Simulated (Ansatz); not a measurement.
Space group P6_3/mmc (No. 194). a = 4.090 Å, b = 4.090 Å, c = 18.403 Å, α = 90.00°, β = 90.00°, γ = 120.00°
| atom | site | symmetry | x | y | z |
| --- | --- | --- | --- | --- | --- |
| In | 4f | 3m. | 0.3333 | 0.6667 | 0.1732 |
| Se | 4f | 3m. | 0.3333 | 0.6667 | 0.6042 |

Equation of state of this InSe structure (not necessarily the ground state), with shape and atoms relaxed at each volume where symmetry leaves them free. These are results of DFT PBE, scalar-relativistic, plane waves, PAW (Ansatz), not measurements.

Plane waves to 420 eV, a k mesh through Γ of 12×12×2 on the computed 8-atom cell and Gaussian smearing (0.02 eV); no spin polarisation.

```
V (Å³/atom) E − E(largest V) (meV/atom) P (GPa) gap on mesh (eV)
     31.320                         2.58     0.56              0.48
     32.320                         0.30     0.23              0.60
     33.319                        -0.40     0.00              0.70
     34.319                        -0.36    -0.03              0.85
     35.319                         0.00    -0.08              0.96
```

Fit a third-order Birch–Murnaghan equation to E(V).

V0 = 33.64 Å³/atom, B0 = 3 GPa, B0' = 30.6. B0' is unusual or poorly fixed by this range. Weakly bound parts are held here without a dispersion correction, so V0, B0 and B0' are rough as values of the real crystal.

The cell holds layers, and where no dispersion correction was added their binding is poorly described.

The gaps are read on the mesh, which can miss the band edges, so they can be too wide.